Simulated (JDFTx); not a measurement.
System: TiAl(001) (P4/mmm bulk; lattice of mp-1953, not re-optimised at this level), 1x1 cell of 3 atoms in 3 planes (Al outermost, slab composition TiAl2), area 7.90 Å² a face, 4.0 Å between the outermost planes in a cell 20.1 Å high; k mesh 8×8×1, Fermi width 0.01 Ha, no spin polarisation. Whether this polymorph is the ambient one wasn't checked. Neither spin polarisation nor a larger cell was tried.

Profiles through the double layer of this slab, charged, in soft-sphere model, water, 1 M KCl; PBE, GBRV ultrasoft potentials, plane waves to 20/100 Ha, JDFTx (a modified build). z is the height above the outermost atoms, φ the plane-averaged electrostatic potential energy of an electron (zero in the bulk liquid), ρ_b the bound charge of solvent and ions, s the cavity shape function (0 in the solid, 1 in the liquid).

```tsv
z (Å)	n (e/Å³)	s	φ (eV)	ρ_b (10⁻³ e/Å³)
0.92	0.0940	0.00	-3.234	-0.19
1.37	0.0423	0.00	-1.678	-5.13
1.81	0.0156	0.06	-0.306	-14.61
2.26	0.0054	0.53	-0.062	-0.99
2.71	0.0019	0.97	-0.049	1.83
3.15	0.0006	1.00	-0.042	0.69
3.60	0.0002	1.00	-0.036	0.23
4.05	0.0001	1.00	-0.031	0.07
4.49	0.0000	1.00	-0.027	0.01
4.94	0.0000	1.00	-0.023	0.00
5.39	0.0000	1.00	-0.020	-0.01
5.83	0.0000	1.00	-0.017	-0.01
6.28	0.0000	1.00	-0.015	-0.01
6.73	0.0000	1.00	-0.013	-0.01
7.17	0.0000	1.00	-0.011	-0.01
7.62	0.0000	1.00	-0.010	-0.01
```

Question: Is the electrode positively or negatively charged, and roughly by how much?

Answer: Positively: σ = 13.0 μC/cm² per face. The liquid's bound charge is of the opposite sign overall, and far from the surface φ decays with the screening length (3.0 Å).
